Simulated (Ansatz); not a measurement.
HgS:
```
HgS
1.0
    3.91672     0.00000     0.00000
   -1.95836     3.39198     0.00000
    0.00000     0.00000     6.66925
Hg S
2 2
Direct
  0.00000   0.00000   0.00000
  0.00000   0.00000   0.50000
  0.33333   0.66667   0.25000
  0.66667   0.33333   0.75000
```

Relaxed with PBE. Special points in fractions of this cell's reciprocal vectors: Γ (0.000, 0.000, 0.000); M (0.500, 0.000, 0.000); K (0.333, 0.333, 0.000); A (0.000, 0.000, 0.500); L (0.500, 0.000, 0.500); H (0.333, 0.333, 0.500).

### Question
List the band energies nearest the Fermi level at these points for the program Ansatz at the PBE level (PAW).

### Answer
In eV from the Fermi level; about four levels below and three above (degenerate sets whole), none deeper than 8.9 eV; points with the same levels are listed once.

```
k                          below                above
-  -----------------------------  -------------------
Γ        -1.41 -1.24 -1.15 -1.15       0.09 0.09 3.17
M        -3.81 -3.23 -2.27 -2.04       0.05 1.28 2.72
K  -1.97 -1.97 -1.84 -1.84 -0.97       3.70 6.44 6.44
A        -0.50 -0.50 -0.50 -0.50  1.87 1.87 6.16 6.16
L        -1.33 -1.33 -1.19 -1.19  0.76 0.76 6.07 6.07
H        -3.15 -3.15 -0.25 -0.25  1.91 1.91 4.13 4.13
```

Space group P6_3/mmc (NiAs type). The cell is a constructed one: a structure type filled with these elements; neither database checked (COD, Materials Project) lists it. COD files the formula under space group No. 152, 154, 166, 216, so this cell is another polymorph or a model. Its standing as an ambient phase is unchecked. The cell was relaxed with PBE under the symmetry of its start; whether a distortion lowers the energy is not shown. Spin–orbit coupling is left out wherever it is not named.

Potentials: the later of the program's two PAW sets.
